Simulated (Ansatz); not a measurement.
Relaxed-ion elastic tensor of P in space group I4_132 (No. 214; P on 8a) in GPa (Voigt order), the program Ansatz at the PBEsol level (PAW); density 1.88 g/cm³, 27.33 Å³ per atom.

```
44.2  41.9  41.9   0.0   0.0   0.0
41.9  44.2  41.9   0.0   0.0   0.0
41.9  41.9  44.2   0.0   0.0   0.0
 0.0   0.0   0.0   8.6   0.0   0.0
 0.0   0.0   0.0   0.0   8.6   0.0
 0.0   0.0   0.0   0.0   0.0   8.6
```

Task: Is the crystal mechanically stable?

Result: Yes: the smallest eigenvalue of C is 2.2 GPa.

Task: Work out the Voigt, Reuss and Hill averages.

Result: K_V = 42.7, K_R = 42.7, K_H = 42.7; G_V = 5.6, G_R = 2.3, G_H = 4.0 GPa.

Task: Give Young's modulus, Poisson's ratio, Pugh's ratio and the universal anisotropy index.

Result: E = 9KG/(3K + G) = 11.6 GPa; ν = 0.45; K/G = 10.72 (ductile by the Pugh limit of 1.75); A_U = 5G_V/G_R + K_V/K_R − 6 = 7.03.

Task: Estimate the sound speeds and the Debye temperature.

Result: v_l = √((K + 4G/3)/ρ) = 5050 m/s, v_t = √(G/ρ) = 1450 m/s, mean 1660 m/s; Θ = (h/k)(3n/4πV)^(1/3) v_m = 164 K.

Task: Give the Zener ratio and Young's modulus along [100], [110] and [111].

Result: A = 2C44/(C11 − C12) = 7.73; 1/E = S11 − 2(S11 − S12 − S44/2)Γ with Γ = 0, 1/4, 1/3 gives 3.3, 9.4, 24.3 GPa.

Task: Solve the Christoffel equation for the three sound speeds along [100], [110], [111].

Result: Eigenvalues of C_ijkl n_j n_l equal ρv². In km/s, slowest first: [100] 2.14, 2.14, 4.84; [110] 0.77, 2.14, 5.24; [111] 1.39, 1.39, 5.37.

The start of the workflow was typed in or built on a structure type; neither database checked (COD, Materials Project) lists it. It is not the phase usual at ambient conditions (space group No. 64). The cell was relaxed with PBEsol under the symmetry of its start. At this level the phase is dynamically unstable (imaginary phonons). The volume moved by 30 % from the start of the relaxation. As this level gives no gap, shear constants depend on the k-mesh and smearing (Fermi–Dirac, 0.1 eV here). On the denser mesh and wider smearing of the elastic run this cell carries a stress of 0.4 GPa.

Potentials: the later of the program's two PAW sets.
